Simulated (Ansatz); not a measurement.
**LuCl₃, first-principles data**

LuCl3:
```
CELL_PARAMETERS angstrom
      9.51077     0.00000     0.00000
     -4.75539     8.23657     0.00000
      0.00000     0.00000     3.49187
ATOMIC_POSITIONS crystal
  Lu 0.66667 0.33333 0.25000
  Lu 0.33333 0.66667 0.75000
  Cl 0.78409 0.21591 0.75000
  Cl 0.21591 0.78409 0.25000
  Cl 0.56817 0.78409 0.25000
  Cl 0.43183 0.21591 0.75000
  Cl 0.78409 0.56817 0.75000
  Cl 0.21591 0.43183 0.25000
```

Space group P6_3/mmc (No. 194); conventional cell a = 9.5108 Å, b = 9.5108 Å, c = 3.4919 Å, α = 90.00°, β = 90.00°, γ = 120.00°.

Method: plane-wave PAW r²SCAN (Ansatz code). Geometry: relaxed at this level of theory. Other levels are named where they apply.

Cell and energy:

```yaml
volume_per_atom: 34.19 Å³
density: 3.42 g/cm³
Formation energy from the elements (no fitted shifts): -2.39 eV/atom
```

Electronic structure:

```yaml
band_gap: 4.16 eV (smallest direct gap 4.17 eV)
valence_band_maximum: on the Γ–A line, 38 % of the way from Γ
conduction_band_minimum: at Γ
```

The first step of the workflow began from a Materials Project structure, measured or hypothetical; the Crystallography Open Database copy checked does not list it. Whether it is the stable phase at ambient conditions was not checked. The cell was relaxed with r²SCAN under the symmetry of its start; its stability against distortions is not shown here. A crystal of weakly bound chains computed without a dispersion correction: the cell and the soft elastic constants depend strongly on that. The references are the lowest solids computed at this level, not always the standard phases (solids in place of the gases). Scalar-relativistic: spin–orbit coupling is off unless named, which matters more the heavier the elements.

Potentials: the later of the program's two PAW sets.
